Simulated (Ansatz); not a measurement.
Scan of one atom of the cell for AlCo (CsCl type)

Relaxed AlCo (CsCl type):

```xyz
2
Lattice="2.8521 0.0000 0.0000 0.0000 2.8521 0.0000 0.0000 0.0000 2.8521" Properties=species:S:1:pos:R:3 pbc="T T T"
Al     0.0000     0.0000     0.0000
Co     1.4260     1.4260     1.4260
```

Scan: atom 1 (Al, nearest neighbour Co at 2.470 Å; its periodic images, 2.9 Å or more away, move with it) is displaced towards the nearest neighbour, direction (-0.577, -0.577, -0.577) in Cartesian axes, by s. The other atoms stay.

These are PBE (plane waves to 420 eV, PAW, scalar-relativistic; Ansatz, a quantum-chemistry and plane-wave program) values and carry that method's errors. k mesh 13×13×13 (Γ-centred), Fermi-Dirac smearing 0.05 eV. E stands for the smeared free energy. Compression counts positive. With partly filled bands, energies and forces of such displacements shift with the k mesh and the smearing. F∥ is the force on the atom along that direction. AlCo is run without spin polarisation. AlCo was relaxed with its symmetry unable to fall. ΔE is measured from the undisplaced structure.

```csv
s (Å),ΔE (meV/cell),P (GPa),F∥ (eV/Å)
-0.250,242,4.8,2.058
-0.200,151,3.0,1.573
-0.150,83,1.7,1.138
-0.100,37,0.7,0.740
-0.050,9,0.2,0.364
0.000,0,0.0,0.000
0.050,9,0.2,-0.364
0.100,37,0.7,-0.740
0.150,83,1.7,-1.138
0.200,151,3.0,-1.573
0.250,242,4.8,-2.058
```

Read from the data:

Energy at s = 0.250 Å: 242 meV/cell
Force along the line at s = -0.250 Å: 2.06 eV/Å
Symmetry of the curve: even: the same for both signs
Shape of the curve: a single well with its minimum at or next to zero displacement
Force constant k = d²E/ds² at s = 0 (finite differences): 7.24 eV/Å²
Harmonic estimate at the end of the scan: ½ks² = 226 meV/cell against the computed 242 meV/cell, so the well is stiffer than harmonic there
Zone-centre optical wavenumber from k: 326 cm⁻¹

The 11 points together took around 70 core-seconds (rough).

(A displaced cell: forces are minus the slopes of the energy, force constants its curvatures, and phonons follow from these.)
